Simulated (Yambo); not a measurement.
Absorption of KCaF3 (cubic perovskite, space group Pm-3m, No. 221) with and without the electron-hole interaction (Yambo, PBEsol bands; 8×8×8 mesh, 9 valence and 1 conduction bands, static screening with 53 bands and a 3 Ry block, scissor 3.67 eV, Tamm-Dancoff; field along x).

```tsv
E (eV)	Im ε, BSE	Im ε, independent quasiparticles
7.65	0.05	0.01
7.75	0.06	0.01
7.85	0.08	0.01
7.95	0.10	0.01
8.05	0.13	0.01
8.15	0.18	0.01
8.25	0.26	0.01
8.35	0.42	0.01
8.45	0.76	0.01
8.55	1.44	0.01
8.65	1.98	0.01
8.75	1.33	0.01
8.85	0.73	0.01
8.95	0.47	0.01
9.05	0.39	0.02
9.15	0.45	0.02
9.25	0.47	0.02
9.35	0.36	0.02
9.45	0.31	0.03
9.55	0.27	0.03
9.65	0.26	0.04
9.75	0.29	0.05
9.85	0.29	0.08
9.95	0.31	0.11
10.05	0.31	0.16
10.15	0.28	0.21
10.25	0.25	0.25
10.35	0.23	0.30
10.45	0.23	0.32
10.55	0.24	0.33
10.65	0.27	0.34
10.75	0.26	0.37
10.85	0.28	0.43
10.95	0.23	0.49
11.05	0.18	0.51
11.15	0.19	0.49
11.25	0.18	0.43
11.35	0.18	0.45
11.45	0.19	0.52
11.55	0.16	0.59
11.65	0.16	0.60
11.75	0.14	0.56
11.85	0.12	0.57
11.95	0.13	0.57
12.05	0.12	0.55
12.15	0.11	0.58
12.25	0.11	0.61
12.35	0.10	0.57
12.45	0.10	0.56
12.55	0.12	0.51
```

The scissor comes from a G0W0 run whose convergence isn't established. Broadening 0.15 eV. The band window holds all transitions up to 12.6 eV. Fine structure above the onset can come from the mesh.

The cell is held in this high symmetry; tilts and polar distortions were not searched.

Geometry of the Materials Project entry, not relaxed at this level; primitive cell a = 4.482 Å, b = 4.482 Å, c = 4.482 Å, α = 90.00°, β = 90.00°, γ = 90.00°.

The structure is a Materials Project entry; no match was found in the copy of COD used, and its stability was not checked.
